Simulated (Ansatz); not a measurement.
BaTiO$_{3}$:
```yaml
crystal:
  lattice:
    - [3.97290, 0.00000, 0.00000]
    - [0.00000, 3.97290, 0.00000]
    - [0.00000, 0.00000, 4.11206]
  atoms:
    - { symbol: Ba, position: [0.50000, 0.50000, 0.58499] }
    - { symbol: Ti, position: [0.00000, 0.00000, 0.10305] }
    - { symbol: O, position: [0.00000, 0.50000, 0.06294] }
    - { symbol: O, position: [0.50000, 0.00000, 0.06294] }
    - { symbol: O, position: [0.00000, 0.00000, 0.54607] }
```

x, y and z are the axes in which the lattice vectors are written.

Give the high-frequency dielectric tensor and the Born effective charge tensors of the independent atoms from DFPT, DFT-r²SCAN in the program Ansatz with PAW potentials.


ε∞:
```
5.69  0.00  0.00
0.00  5.69  0.00
0.00  0.00  4.99
```
Z* of atom 1 (Ba), rows: field, columns: displacement, in e:
```
2.71  0.00  0.00
0.00  2.71  0.00
0.00  0.00  2.85
```
Z* of atom 2 (Ti), rows: field, columns: displacement, in e:
```
6.80  0.00  0.00
0.00  6.80  0.00
0.00  0.00  5.31
```
Z* of atom 3 (O), rows: field, columns: displacement, in e:
```
-2.09   0.00   0.00
 0.00  -5.45   0.00
 0.00   0.00  -1.92
```
Z* of atom 5 (O), rows: field, columns: displacement, in e:
```
-1.96   0.00   0.00
 0.00  -1.96   0.00
 0.00   0.00  -4.32
```

Static charges for comparison (Bader): Ba1 +1.58, Ti2 +2.29, O3 -1.30, O5 -1.26 e. Born charges measure polarisation by displacement and can exceed these by far.

Space group P4mm. The r²SCAN relaxation kept the symmetry of its start. At this level the phase is dynamically unstable (imaginary phonons). No spin polarisation was allowed. Spin–orbit coupling is left out wherever it is not named.

Potentials: the earlier of the program's two PAW sets.
